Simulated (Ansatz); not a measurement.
Relaxation of a relaxed Ir cell shaken by Gaussian noise of σ = 0.08 Å a coordinate; 8 atoms in the cell, which starts as P1 (No. 1), aP8; a = b = c = 4.911 Å, α = β = γ = 90.00°. The numbers are results of r2SCAN (plane waves to 500 eV, PAW, scalar-relativistic; Ansatz, a first-principles code), not measurements. Γ-centred k-mesh 7×7×7 on the run's cell (coarser than for final values), Fermi–Dirac smearing 0.05 eV. This is the first round of the run. 

The optimiser's lines from the output (shortened; P is positive under compression):

```
relax step   1: F+E_penalty+E_count = -95596.74821188 eV  Δ(F+E_penalty+E_count) = +0.000e0 eV  max|allowed force component| = 2.415e0 eV/Å  Δτ_max = 0.0000 Å  P = +4.976 GPa  Ω = 118.433 Å³  (12 SCF iters, dr2 threshold 1.00e-7 eV, accepted)
relax step   2: F+E_penalty+E_count = -95597.38925357 eV  Δ(F+E_penalty+E_count) = -6.410e-1 eV  max|allowed force component| = 1.812e0 eV/Å  Δτ_max = 0.1668 Å  P = +6.683 GPa  Ω = 116.900 Å³  (11 SCF iters, dr2 threshold 8.00e-7 eV, accepted)
relax step   3: F+E_penalty+E_count = -95598.32091817 eV  Δ(F+E_penalty+E_count) = -9.317e-1 eV  max|allowed force component| = 7.624e-1 eV/Å  Δτ_max = 0.2000 Å  P = -1.444 GPa  Ω = 118.954 Å³  (11 SCF iters, dr2 threshold 8.00e-7 eV, accepted)
relax step   4: F+E_penalty+E_count = -95598.82944802 eV  Δ(F+E_penalty+E_count) = -5.085e-1 eV  max|allowed force component| = 4.084e-1 eV/Å  Δτ_max = 0.1907 Å  P = +1.278 GPa  Ω = 117.694 Å³  (10 SCF iters, dr2 threshold 8.00e-7 eV, accepted)
relax step   5: F+E_penalty+E_count = -95598.88295408 eV  Δ(F+E_penalty+E_count) = -5.351e-2 eV  max|allowed force component| = 1.153e0 eV/Å  Δτ_max = 0.1954 Å  P = +4.285 GPa  Ω = 116.633 Å³  (10 SCF iters, dr2 threshold 8.00e-7 eV, accepted)
relax step   6: F+E_penalty+E_count = -95599.15130864 eV  Δ(F+E_penalty+E_count) = -2.684e-1 eV  max|allowed force component| = 2.293e-1 eV/Å  Δτ_max = 0.1388 Å  P = -1.777 GPa  Ω = 117.974 Å³  (10 SCF iters, dr2 threshold 8.00e-7 eV, accepted)
relax step   7: F+E_penalty+E_count = -95599.16695570 eV  Δ(F+E_penalty+E_count) = -1.565e-2 eV  max|allowed force component| = 1.654e-1 eV/Å  Δτ_max = 0.0374 Å  P = +0.637 GPa  Ω = 117.228 Å³  (8 SCF iters, dr2 threshold 8.00e-7 eV, accepted)
relax step   8: F+E_penalty+E_count = -95599.17334709 eV  Δ(F+E_penalty+E_count) = -6.391e-3 eV  max|allowed force component| = 3.723e-2 eV/Å  Δτ_max = 0.0155 Å  P = -0.219 GPa  Ω = 117.463 Å³  (7 SCF iters, dr2 threshold 8.00e-7 eV, accepted)
relax step   9: F+E_penalty+E_count = -95599.17371384 eV  Δ(F+E_penalty+E_count) = -3.668e-4 eV  max|allowed force component| = 5.467e-3 eV/Å  Δτ_max = 0.0031 Å  P = -0.034 GPa  Ω = 117.397 Å³  (5 SCF iters, dr2 threshold 3.91e-7 eV, accepted)
relax step  10: F+E_penalty+E_count = -95599.17372967 eV  Δ(F+E_penalty+E_count) = -1.583e-5 eV  max|allowed force component| = 1.636e-3 eV/Å  Δτ_max = 0.0005 Å  P = -0.002 GPa  Ω = 117.386 Å³  (5 SCF iters, dr2 threshold 1.77e-8 eV, accepted)
relax step  11: F+E_penalty+E_count = -95599.17721161 eV  Δ(F+E_penalty+E_count) = -3.482e-3 eV  max|allowed force component| = 1.722e-3 eV/Å  Δτ_max = 0.0000 Å  P = -0.006 GPa  Ω = 117.386 Å³  stress off target by 3.09e-2 GPa  SCF on the basis re-selected at this cell (its energy is not comparable with the rows above)  (9 SCF iters)
relax step  12: F+E_penalty+E_count = -95599.17721497 eV  Δ(F+E_penalty+E_count) = -3.364e-6 eV  max|allowed force component| = 1.202e-3 eV/Å  Δτ_max = 0.0002 Å  P = -0.005 GPa  Ω = 117.385 Å³  (5 SCF iters, dr2 threshold 2.38e-9 eV, accepted)
relax step  13: F+E_penalty+E_count = -95599.17721525 eV  Δ(F+E_penalty+E_count) = -2.784e-7 eV  max|allowed force component| = 1.205e-3 eV/Å  Δτ_max = 0.0000 Å  P = -0.005 GPa  Ω = 117.385 Å³  stress off target by 1.29e-2 GPa  SCF on the basis re-selected at this cell (its energy is not comparable with the rows above)  (6 SCF iters)
```

From the first to the last row the energy changes by -0.30 eV/atom and the volume by -0.9 %. The last row is marked as not comparable with the walk above it, whose basis was carried along; it does compare with step 1, since both stand on a basis selected at the nominal cutoff for their own cell.

Later rounds, restarted from the end of this one on a renewed k-mesh, logged 5 more steps and released under 0.01 eV/atom more. The final structure after all rounds: P2₁/c (No. 14), mP8; a = 5.1758 Å, b = 4.6548 Å, c = 5.0364 Å, α = 90.00°, β = 104.69°, γ = 90.00°. Between re-selections the logged energies stand on a plane-wave basis carried along with the cell. No spin polarisation in the result.

The relaxed structure here is a generated cell of Ir: the first start was made by placing the elements on the sites of a structure type, and the end was not matched to a known phase here, so it may be hypothetical. Known forms of Ir include space group No. 225.
